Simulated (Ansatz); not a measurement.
SrGaHO2 in space group P4/mmm (No. 123; Sr on 1d, Ga on 1a, O on 2f, H on 1b) under volume change, DFT-r²SCAN in the program Ansatz with PAW potentials, shape and atoms relaxed at each volume.

```json
[
 {"V (Å³/atom)": "10.167", "E − E(relaxed) (meV/atom)": "44.9", "P (GPa)": "15.55"},
 {"V (Å³/atom)": "10.502", "E − E(relaxed) (meV/atom)": "18.8", "P (GPa)": "9.51"},
 {"V (Å³/atom)": "10.837", "E − E(relaxed) (meV/atom)": "4.4", "P (GPa)": "4.37"},
 {"V (Å³/atom)": "11.172", "E − E(relaxed) (meV/atom)": "0.0", "P (GPa)": "-0.01"},
 {"V (Å³/atom)": "11.508", "E − E(relaxed) (meV/atom)": "4.0", "P (GPa)": "-3.74"},
 {"V (Å³/atom)": "11.843", "E − E(relaxed) (meV/atom)": "15.3", "P (GPa)": "-6.92"},
 {"V (Å³/atom)": "12.178", "E − E(relaxed) (meV/atom)": "32.6", "P (GPa)": "-9.63"}
]
```

Task: What does a third-order Birch–Murnaghan fit give for V₀, B₀ and B′?

Result: V₀ = 11.17 Å³/atom, B₀ = 135 GPa, B′ = 4.3.

The start of the workflow was typed in or built on a structure type; neither database checked (COD, Materials Project) lists it. Its standing as an ambient phase is unchecked. Symmetry was held in the r²SCAN relaxation; whether a distortion lowers the energy is not shown.

Potentials: the earlier of the program's two PAW sets. The files were generated under PBE; for other functionals the program regenerates the frozen cores, and for LDA and PBEsol the local potential too.
